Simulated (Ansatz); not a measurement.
This ScTeI₄ structure is the end of a relaxation. The cell was found from a structure generator's guess, not taken from experiment.

The calculation used DFT PBE, scalar-relativistic, plane waves, PAW (Ansatz 0.2.0). Cutoff 420 eV, Γ-centred mesh, Gaussian smearing, collinear spin.

```
Sc Te I
1.0
     8.86075    0.00000    0.00000
    -4.43037    7.67363    0.00000
     0.00000    0.00000    5.59822
Sc Te I
1 1 4
Direct
  0.33333 0.66667 0.00000
  0.33333 0.66667 0.50000
  0.66667 0.33333 0.50000
  0.51258 0.48742 0.00000
  0.51258 0.02515 0.00000
  0.97485 0.48742 0.00000
```

Energies over the elements count from the elements' standard structures at the same level, with no fitted energy shifts.

Q: What space group does it have?

A: P-6m2 (No. 187). Conventional cell: a = 8.861 Å, c = 5.598 Å. Sc has 3 I at 2.75 Å and 2 Te at 2.80 Å; Te is surrounded by 2 Sc at 2.80 Å; I on a site of symmetry -6m2 is surrounded by 6 I at 3.66 Å; I on a site of symmetry mm2 has 1 Sc at 2.75 Å and 2 I at 3.66 Å.

Q: How far does it lie from the elements in energy?

A: −0.38 eV/atom.

Q: Is it a metal?

A: Yes, bands cross the Fermi level on the 6×6×8 mesh.

Q: Which magnetic moments does it keep?

A: 0.02 μB per atom net, the space between the atoms included; by site: all under 0.1 μB.

The last run used collinear spin, a 6×6×8 mesh (in the run's order of axes) for its 6-atom cell and Gaussian smearing of 0.10 eV. No dispersion correction is applied, so the spacing and binding between layers, chains or molecules are poorly described. These runs have no spin–orbit coupling, which can matter for I and Te. The reference forms of I and Te are held partly by dispersion forces, which this level lacks. The magnetic state reached may not be the lowest. A structure relaxed within its symmetry needn't be a true minimum. Another cell of ScTeI4 relaxed alike but without spin, in Cmmm, lies 155 meV/atom lower, so this cell isn't the stable form at this level.
